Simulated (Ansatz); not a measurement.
Ansatz input file:

```yaml
crystal:
  lattice:
    - [4.738353406, 0.0, 0.0]
    - [0.0, 4.738353406, 0.0]
    - [0.0, 0.0, 4.5814592018]
  atoms:
    - { symbol: In, position: [0.0, 0.0, 0.0] }
    - { symbol: In, position: [0.5, 0.5, 0.0] }
    - { symbol: Bi, position: [0.0, 0.5, 0.4187945297] }
    - { symbol: Bi, position: [0.5, 0.0, 0.5812054703] }
basis:
  ecutwfc: 420
kpoints:
  mp_grid: { grid: [8, 8, 10] }
hamiltonian:
  xc: pbesol
scf:
  occupations: { method: gaussian, width: 0.1 }
output:
  forces: true
  stress: true
  eigenvalues: true
relax:
  adjacent_minimum: "off"
  f_tol: 0.01
  max_steps: 30
  cell: { stress_tol: 0.1, fix: [volume] }
```

Command:
```bash
ansatz run input.yaml --threads 1 --pin off --max-ram 2560MiB --backend cpu --events-out ev --progress --plain --runs-dir out
```

Level of theory: DFT PBEsol, scalar-relativistic, plane waves, PAW (Ansatz).

From the run's log, abridged (final results; tables in files aren't shown):

```
SCF 5 converged in 4 iterations: F = -35534.591898 eV  dr2 = 3.14e-11
SCF converged after 4 iterations
Free energy (F): -35534.591898 eV
Harris-Foulkes:  -35534.591898 eV  (|F-HF|=7.28e-12)
Internal energy: -35534.584188 eV  (E = F + TS)
E sigma→0 (E₀):  -35534.588043 eV
Entropy (-TS):   -0.007710 eV (-1.927 meV/atom)
Fermi energy:    12.618200 eV
--- Per-component energies (eV) ---
  E_band       = -127.647372
  E_kinetic    = 1096.394959
  E_local      = -4703.315329  (includes V_loc(G=0)·N_el)
  E_nonlocal   = 1858.389535
  E_hartree    = 1643.481620
  E_xc         = -732.871406
  E_vxc        = -494.724866  (∫ρ·V_xc dr)
  E_paw        = -29181.795209  (= ΣΔE_a)
  E_vpaw       = -1171.354210  (= ΣTr[D̂ρ^β])
  E_aug_tail   = -0.000885  (compensation charges beyond the density's cutoff)
  E_ewald      = -5515.518782
  E_core_change = 0.651309  (= ΣΔE_core)
  E_smearing   = -0.007710  (= −TS)
--- Forces (eV/Å), atoms counted from 1 ---
  atom   1  In     0.00000000     0.00000000     0.00000000
  atom   2  In     0.00000000     0.00000000     0.00000000
  atom   3  Bi     0.00000000     0.00000000    -0.00127757
  atom   4  Bi     0.00000000     0.00000000     0.00127757
--- Stress (GPa, compression-positive) ---
        7.312698       0.000000       0.000000
        0.000000       7.312698       0.000000
        0.000000       0.000000       7.264132
  P = ⅓ Tr σ = 7.2965 GPa (72.965 kbar)
--- Band table (eV; the first three rows and the last of 90) ---
  k-point 0: bands = ["-10.3496", "-10.2980", "-10.2465", "-10.2403", "-10.2403", "-10.2099", "-10.2099", "-10.1830", "-10.1809", "-10.1038", "-2.1876", "-2.1809", "-2.0696", "-2.0193", "-2.0193", "-1.9189", "-1.9189", "-1.8896", "-1.8620", "-1.7352", "-0.6530", "3.0915", "8.2485", "8.3534", "8.3534", "9.5593", "9.6720", "13.5731", "13.7491", "13.7491", "15.8254", "15.8254", "16.2283", "17.3793"]
  k-point 1: bands = ["-10.3494", "-10.2977", "-10.2454", "-10.2404", "-10.2404", "-10.2099", "-10.2099", "-10.1830", "-10.1797", "-10.1039", "-2.1864", "-2.1810", "-2.0658", "-2.0238", "-2.0238", "-1.9206", "-1.9206", "-1.8874", "-1.8622", "-1.7352", "-0.5962", "3.0578", "7.4811", "8.4462", "8.4462", "9.7225", "10.4841", "13.2693", "13.7139", "13.7139", "15.4849", "15.4849", "15.7228", "17.6528"]
  k-point 2: bands = ["-10.3490", "-10.2967", "-10.2424", "-10.2408", "-10.2408", "-10.2100", "-10.2100", "-10.1831", "-10.1765", "-10.1041", "-2.1825", "-2.1814", "-2.0569", "-2.0356", "-2.0356", "-1.9250", "-1.9250", "-1.8814", "-1.8626", "-1.7352", "-0.4327", "2.9435", "6.5099", "8.7184", "8.7184", "9.8692", "11.8490", "12.7436", "13.4024", "13.4024", "14.7868", "15.1015", "15.1015", "18.1101"]
  k-point 89: bands = ["-10.2775", "-10.2775", "-10.2513", "-10.2513", "-10.2314", "-10.2314", "-10.2082", "-10.2082", "-10.1526", "-10.1526", "-2.2062", "-2.2062", "-2.0825", "-2.0825", "-1.9559", "-1.9559", "-1.9100", "-1.9100", "-1.8367", "-1.8367", "2.0228", "2.0228", "7.3545", "7.3545", "7.5601", "7.5601", "7.9551", "7.9551", "17.1068", "17.1068", "19.2591", "19.2591", "19.8783", "19.8783"]
--- Relaxed structure (4 steps of the walk, 4 accepted, 1 SCFs on fresh bases) ---
  F+E_penalty+E_count = -35534.59189777 eV   max|allowed force component| = 1.278e-3 eV/Å   (the final SCF, on the basis selected at the relaxed cell)
  cell:  # Å, volume = 102.8629 Å³
    - [4.77649972, 0.0, 0.0]
    - [0.0, 4.77649972, 0.0]
    - [0.0, 0.0, 4.50857405]
  atoms:
    - { symbol: In, position: [0.0, 0.0, 0.0] }
    - { symbol: In, position: [0.5, 0.5, 0.0] }
    - { symbol: Bi, position: [0.0, 0.5, 0.42693030] }
    - { symbol: Bi, position: [0.5, 0.0, 0.57306969] }
```

The relaxation met its thresholds.

Time: 64 s on 1 thread of Arm Neoverse V2 (shared host), peak memory 0.52 GiB.

Spin–orbit coupling is left out, which can shift energies with elements as heavy as these.